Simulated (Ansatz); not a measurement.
Fe:
```xyz
1
Lattice="2.4128 0.0000 0.0000 0.0000 2.4128 0.0000 0.0000 0.0000 2.4128" Properties=species:S:1:pos:R:3 pbc="T T T"
Fe     0.0000     0.0000     0.0000
```
Starting moments (μB, in the order of the atoms Fe): 3.0.

Relaxed with r²SCAN. Special points in fractions of this cell's reciprocal vectors: Γ (0.000, 0.000, 0.000); X (0.000, 0.500, 0.000); M (0.500, 0.500, 0.000); R (0.500, 0.500, 0.500).

Problem. List the band energies nearest the Fermi level at these points for r²SCAN (plane waves, PAW; program Ansatz).

Solution. In eV from the Fermi level; about four levels below and three above (degenerate sets whole), none deeper than 8.9 eV; … stands for higher levels left out; points with the same levels are listed once.

| k | below | above |
|---|---|---|
| Γ ↑ | -8.07 -4.51 -4.51 | … |
| X ↑ | -4.06 -2.67 -2.67 -1.48 | … |
| M ↑ | -3.61 -2.46 -2.46 -0.13 | … |
| R ↑ | -4.59 -4.59 -4.59 -0.07 -0.07 | … |
| Γ ↓ | -8.25 -2.18 -2.18 | … |
| X ↓ | -3.10 -1.68 -1.55 | 2.04 2.04 … |
| M ↓ | -2.57 -1.19 | 2.36 2.36 3.17 |
| R ↓ | -0.88 -0.88 -0.88 | 3.24 3.24 … |

Space group Pm-3m (simple cubic). A made-up cell: these elements were put on the sites of a structure type; neither database checked (COD, Materials Project) lists it. It is not the phase usual at ambient conditions (space group No. 229). The cell was relaxed with r²SCAN under the symmetry of its start. At this level the phase is mechanically unstable. Spin order of the final state: ferromagnetic, chosen from 3 collinear starts compared on coarse meshes (ties went to the first, and starts can fall back to one state), not a proven ground state. Other orbital occupations within this spin state were not tried. For itinerant 3d metals, meta-GGAs of the SCAN family and hybrids are commonly reported to give too large moments.

Potentials: the later of the program's two PAW sets.
